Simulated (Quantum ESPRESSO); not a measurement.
Band energies of MgTe

```xyz
2
Lattice="0.0000 3.2193 3.2193 3.2193 0.0000 3.2193 3.2193 3.2193 0.0000" Properties=species:S:1:pos:R:3 pbc="T T T"
Mg     0.0000     0.0000     0.0000
Te     1.6096     1.6096     1.6096
```

norm-conserving PBEsol (Quantum ESPRESSO, 84 Ry, with spin-orbit coupling); path ΓXWKΓLUWLK,UX; energies in eV from the valence-band maximum.

```csv
k (1/Å),point,band 26,band 27,band 28,band 29,band 30,band 31,band 32,band 33
0.00,Γ,0.00,2.07,2.07,5.18,5.18,5.18,5.18,5.18
0.33,,-0.40,3.47,3.47,4.31,4.31,5.93,5.93,6.01
0.65,,-1.02,3.03,3.03,3.58,3.58,7.41,7.41,7.77
0.98,X,-1.27,2.44,2.44,3.22,3.22,9.02,9.02,9.47
1.46,W,-1.68,4.18,4.19,5.29,5.51,5.86,5.87,6.05
1.81,K,-1.20,3.07,3.09,4.84,4.97,7.48,7.49,7.74
2.12,,-0.73,3.92,3.93,5.43,5.45,5.89,6.00,6.26
2.43,,-0.29,3.63,3.71,4.90,4.93,5.56,5.57,5.73
2.84,Γ,0.00,2.07,2.07,5.18,5.18,5.18,5.18,5.18
3.16,,-0.16,3.06,3.06,5.29,5.29,5.47,5.48,5.48
3.48,,-0.39,2.99,2.99,5.32,5.33,5.33,5.33,6.77
3.69,L,-0.45,2.90,2.90,5.21,5.21,5.22,5.22,6.92
3.79,,-0.54,3.05,3.08,5.05,5.06,5.31,5.31,7.05
4.19,,-1.11,3.25,3.26,5.25,5.40,6.87,6.88,7.18
4.29,U,-1.20,3.07,3.09,4.84,4.97,7.48,7.49,7.74
4.52,,-1.55,3.86,3.91,5.01,5.17,6.18,6.23,6.53
4.63,W,-1.68,4.18,4.19,5.29,5.51,5.86,5.87,6.05
4.83,,-1.33,4.08,4.18,4.85,4.94,6.04,6.18,6.87
5.12,,-0.69,3.43,3.48,4.75,4.77,5.59,5.64,7.19
5.32,L,-0.45,2.90,2.90,5.21,5.21,5.22,5.22,6.92
5.49,,-0.65,3.31,3.35,4.86,4.87,5.49,5.49,7.18
5.75,,-1.03,3.40,3.41,5.33,5.48,6.61,6.61,6.76
5.92,K,-1.20,3.07,3.09,4.84,4.97,7.48,7.49,7.74
5.92,U,-1.20,3.07,3.09,4.84,4.97,7.48,7.49,7.74
6.26,X,-1.27,2.44,2.44,3.22,3.22,9.02,9.02,9.47
```

The PBEsol gap is direct, 2.07 eV at Γ.

Geometry relaxed with PBEsol.

This is not the ordinary phase of the substance; no match was found in the copy of COD used, and its stability was not checked.
